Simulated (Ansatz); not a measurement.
## NiAs-type ReBi

Computed with Ansatz (plane waves, PAW, 420 eV cutoff): PBE, scalar-relativistic, no spin polarisation, 10×10×6 k-mesh, Gaussian smearing of 0.05 eV; PAW files: Ansatz's generated set soft_2.

```
Re Bi
1.0
     4.56124    0.00000    0.00000
    -2.28062    3.95015    0.00000
     0.00000    0.00000    5.05343
Re Bi
2 2
Cartesian
  0.0000 0.0000 0.0000
  0.0000 0.0000 2.5267
  0.0000 2.6334 1.2634
  2.2806 1.3167 3.7901
```

The structure was built from a prototype; whether the compound forms in it isn't claimed.

The run above is the reference. The same cell was run again with other input settings; several of them aren't fit for production, so the rows show the settings' effect and aren't properties of the material.

```tsv
keys changed	outcome	ΔE (meV/atom)	P (GPa)	gap on the mesh (eV)	cell moment (μB)	largest force component (eV/Å)	SCF iterations	rough core-seconds	new warnings
none (reference)	converged	0.0	0.0	metal	–	0.000	–	–	–
kpoints.mp_grid.grid: [10, 10, 6] → [12, 12, 8]	converged	5.3	0.3	metal	–	0.000	7	12	–
kpoints.mp_grid.grid: [10, 10, 6] → [8, 8, 5]	converged	15.2	0.2	metal	–	0.000	7	4	–
scf.convergence.dr2_threshold: 1e-11; hamiltonian.xc: "pbe" → "lda"	converged	–	-7.7	metal	–	0.000	10	12	–
hamiltonian.xc: "pbe" → "rpbe"; scf.occupations.method: "gaussian" → "fermi_dirac"; scf.occupations.width: 0.05 → 0.01	converged	–	2.2	metal	–	0.000	7	8	–
scf.eigensolver.kind: "davidson"	converged	0.0	0.0	metal	–	0.000	7	11	–
scf.algorithm: "density_mixing"	converged	0.0	0.0	metal	–	0.000	7	7	–
```

These changes also left energy (to 0.1 meV/atom), pressure, gap, moment and forces as in the reference: scf.convergence.dr2_threshold: 0.0001.

ΔE is the energy with the smearing extrapolated to zero. It is left out where the change alters the Hamiltonian or the spin treatment. The varied runs start from atomic densities (corrected by the program's trained start where that serves), with the default search for lower states unless a row changes it.

(1) What happens with these changes: scf.occupations.method: "gaussian" → "fermi_dirac"; scf.occupations.width: 0.05 → 0.001; kpoints.mp_grid.grid: [10, 10, 6] → [3, 3, 2]?

Answer:

(1) outcome converged, ΔE (meV/atom) 43.1, P (GPa) 1.4, gap on the mesh (eV) metal, largest force component (eV/Å) 0.000, SCF iterations 7, rough core-seconds 1.2.

Changing scf.eigensolver.kind only steers the path to self-consistency, so the energy stays within 0.5 meV/atom.

Changing scf.algorithm only steers the path to self-consistency, so the energy stays within 0.5 meV/atom.

1 further run (cut off, refused for memory, with changed atoms or starts, or in doubt) is left out.

Of the reference: These numbers lack spin–orbit coupling.
